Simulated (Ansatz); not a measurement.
Sb:
```cif
data_Sb6
_chemical_formula_sum 'Sb6'
_space_group_name_H-M_alt 'R-3m :H'
_space_group_IT_number 166
_space_group_name_Hall '-R 3 2"'
_cell_length_a 4.29383
_cell_length_b 4.29383
_cell_length_c 10.96765
_cell_angle_alpha 90.000
_cell_angle_beta 90.000
_cell_angle_gamma 120.000
loop_
_atom_site_label
_atom_site_type_symbol
_atom_site_symmetry_multiplicity
_atom_site_Wyckoff_symbol
_atom_site_fract_x
_atom_site_fract_y
_atom_site_fract_z
_atom_site_occupancy
Sb1 Sb 6 c 0.00000 0.00000 0.23586 1
```
(The calculation used a cell of 2 atoms; values per cell refer to that cell.)

Relaxed at zero pressure with LDA in the plane-wave PAW code Ansatz.

Q: The volume is raised by 3 % and shape and atoms relax at that volume. What pressure results, and how do the axes share the change?

A: -1.3 GPa; a 0.6 %, b 0.6 %, c 1.7 %; the energy rises by 4 meV/atom.

Q: Give the new structure.

A: 
Space group R-3m, hexagonal axes (No. 166); a = 4.3216 Å, b = 4.3216 Å, c = 11.1517 Å, α = 90.00°, β = 90.00°, γ = 120.00°

```json
[
 {"atom": "Sb", "site": "6c", "symmetry": "3m", "x": "0.0000", "y": "0.0000", "z": "0.2344"}
]
```

The phase is kept; no other phase was compared at this pressure.

Symmetry was held in the LDA relaxation. Spin–orbit coupling is left out wherever it is not named.

Potentials: the later of the program's two PAW sets.
